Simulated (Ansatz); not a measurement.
LiCl (rock salt), relaxed and computed with several functionals in Ansatz (plane waves, PAW).

```
functional  a (Å)  gap (eV)  B₀ by P(V) fit (GPa)
----------  -----  --------  --------------------
LDA         4.964      6.48                  40.8
HSE06       5.115      7.77                  33.4
r²SCAN          …         …                     …
PBE         5.150      6.26                  31.8
```

**Question.** Complete the blanks.

**Answer.** 
- r²SCAN, a (Å): 5.112
- r²SCAN, gap (eV): 7.29
- r²SCAN, B₀ by P(V) fit (GPa): 34.7

All cells were relaxed under the symmetry of their starts (and spin orders); stability against distortions was not tested throughout.

Potentials: the earlier of the program's two PAW sets. The files were generated under PBE; for other functionals the program regenerates the frozen cores, and for LDA and PBEsol the local potential too.

Ansatz (a quantum-chemistry and plane-wave program) is a plane-wave DFT program.
